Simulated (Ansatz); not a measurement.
AlBRu₃:
```yaml
crystal:
  lattice:
    - [4.01230, 0.00000, 0.00000]
    - [0.00000, 4.01230, 0.00000]
    - [0.00000, 0.00000, 4.01230]
  atoms:
    - { symbol: Al, position: [0.00000, 0.00000, 0.00000] }
    - { symbol: Ru, position: [0.00000, 0.50000, 0.50000] }
    - { symbol: Ru, position: [0.50000, 0.00000, 0.50000] }
    - { symbol: Ru, position: [0.50000, 0.50000, 0.00000] }
    - { symbol: B, position: [0.50000, 0.50000, 0.50000] }
```

Relaxed with PBEsol. Special points in fractions of this cell's reciprocal vectors: Γ (0.000, 0.000, 0.000); X (0.000, 0.500, 0.000); M (0.500, 0.500, 0.000); R (0.500, 0.500, 0.500).

Q: List the band energies nearest the Fermi level at these points for DFT-PBEsol in the program Ansatz with PAW potentials.

A: In eV from the Fermi level; about four levels below and three above (degenerate sets whole), none deeper than 8.9 eV; points with the same levels are listed once.

```csv
k,below,above
Γ,-0.79 -0.79 -0.79 -0.31 -0.31,1.49 1.67 1.67 1.67
X,-1.37 -0.72 -0.72 -0.44,0.11 1.67 3.60 3.60
M,-1.90 -1.90 -0.82 -0.67 -0.38,0.08 0.44 2.39 2.39
R,-1.17 -1.17 -1.17 -0.12 -0.12,1.36 1.36 1.36
```

Space group Pm-3m (cubic perovskite). The start of the workflow was typed in or built on a structure type; neither database checked (COD, Materials Project) lists it. Its standing as an ambient phase is unchecked. The cell was relaxed with PBEsol under the symmetry of its start. At this level the phase is dynamically unstable (imaginary phonons). The run is not spin-polarised. The volume moved by -16 % from the start of the relaxation. Scalar-relativistic: spin–orbit coupling is off unless named, which matters more the heavier the elements.

Potentials: the later of the program's two PAW sets.
